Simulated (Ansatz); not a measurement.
Total density of states per atom from DFT-LDA in the program Ansatz with PAW potentials, in 0.25 eV bins, energy from the Fermi level:

(E (eV), states/eV/atom): (-7.85, 0.28); (-7.60, 0.21); (-7.35, 0.19); (-7.10, 0.18); (-6.85, 0.18); (-6.60, 0.19); (-6.35, 0.25); (-6.10, 0.25); (-5.85, 0.28); (-5.60, 0.18); (-5.35, 0.21); (-5.10, 0.26); (-4.85, 0.36); (-4.60, 0.34); (-4.35, 0.31); (-4.10, 0.32); (-3.85, 0.36); (-3.60, 0.38); (-3.35, 0.39); (-3.10, 0.39); (-2.85, 0.47); (-2.60, 0.51); (-2.35, 0.55); (-2.10, 0.75); (-1.85, 0.61); (-1.60, 0.72); (-1.35, 0.86); (-1.10, 0.97); (-0.85, 0.68); (-0.60, 0.54); (-0.35, 0.45); (-0.10, 0.41); (0.15, 0.30); (0.40, 0.21); (0.65, 0.29); (0.90, 0.49); (1.15, 0.53); (1.40, 0.62); (1.65, 0.29); (1.90, 0.27); (2.15, 0.42); (2.40, 0.62); (2.65, 0.96); (2.90, 1.29); (3.15, 1.05); (3.40, 0.68); (3.65, 0.70); (3.90, 0.80); (4.15, 0.88); (4.40, 0.99)

Question: Pick the material that matches.
A. TiS, NiAs type
B. TiSi, CsCl type
C. TiSi2, Fddd (Si on 16f, Ti on 8a)
D. TlCl, CsCl type

Answer: C, TiSi2, Fddd (Si on 16f, Ti on 8a). Within 0.5 eV of the Fermi level: Ti 3d 68 %, Si 3p 24 %. Projections are on Löwdin-orthogonalised atomic valence shells; empty p or d shells of many metals are not among them.

Symmetry was held in the LDA relaxation; of distortions, only those at the zone centre were tested. No spin polarisation was allowed.

Potentials: the later of the program's two PAW sets.
